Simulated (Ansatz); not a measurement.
## Two-dimensional strain map in Bi

These are results of DFT r2SCAN, scalar-relativistic, plane waves, PAW (Ansatz), not measurements. Cutoff 500 eV, Γ-centred 12×12×4 k-points, Gaussian smearing of 0.15 eV. Spin–orbit coupling is left out, which can shift energies with elements as heavy as these. No spin polarisation. Energies are free energies at this smearing, counted from the undisturbed cell; pressure is positive in compression.

The undisturbed cell (as given, not relaxed at this level; it stands at -3.5 GPa; this form isn't the usual structure):

```yaml
crystal:
  lattice:
    - [4.53900, 0.00000, 0.00000]
    - [-2.26950, 3.93089, 0.00000]
    - [0.00000, 0.00000, 11.82900]
  atoms:
    - { symbol: Bi, position: [0.33333, 0.66667, 0.25000] }
    - { symbol: Bi, position: [0.66667, 0.33333, 0.75000] }
```

The cell holds layers and no dispersion correction was added, so their binding is poorly described.

The cell is strained by p along both x and y and by q along z, fractional coordinates fixed. Points are written (p, q).

Energy above the undisturbed cell in meV/atom (a dash: not computed):

```csv
p \ q,-0.030,-0.015,0.000,0.015,0.030
-0.030,?,-209.4,?,-201.3,-198.0
-0.015,-110.2,-105.0,-100.4,–,-93.1
0.000,-10.1,-4.7,0.0,4.1,7.6
0.015,85.6,–,96.2,–,104.0
0.030,?,182.9,?,192.3,196.1
```

Q: Fill in the withheld energies.

A: (-0.030, -0.030): -214.4; (-0.030, 0.000): -205.0; (0.030, -0.030): 177.0; (0.030, 0.000): 188.0.